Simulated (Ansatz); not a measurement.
Data:

Ta$_{3}$Si:
```xyz
4
Lattice="0.0000 3.2303 3.2303 3.2303 0.0000 3.2303 3.2303 3.2303 0.0000" Properties=species:S:1:pos:R:3 pbc="T T T"
Si     0.0000     0.0000     0.0000
Ta     3.2303     3.2303     3.2303
Ta     1.6152     1.6152     1.6152
Ta     4.8455     4.8455     4.8455
```

This is the PBE-relaxed structure.

All from PBE in the plane-wave PAW code Ansatz, unless another level is named. Predict the electronic character.

metallic (no gap).

Next, the formation energy from the elements (no fitted shifts)?

-0.1 kJ/mol of atoms.

And the density of states at the Fermi level?

0.97 states/eV per atom (mean over ±0.08 eV).

Space group Fm-3m. The cell is a constructed one: a structure type filled with these elements; neither database checked (COD, Materials Project) lists it. Whether it is the stable phase at ambient conditions was not checked. The PBE relaxation kept the symmetry of its start; its stability against distortions is not shown here. No spin polarisation was allowed. The references are the lowest solids computed at this level, not always the standard phases. Spin–orbit coupling is left out wherever it is not named.

Potentials: the later of the program's two PAW sets.
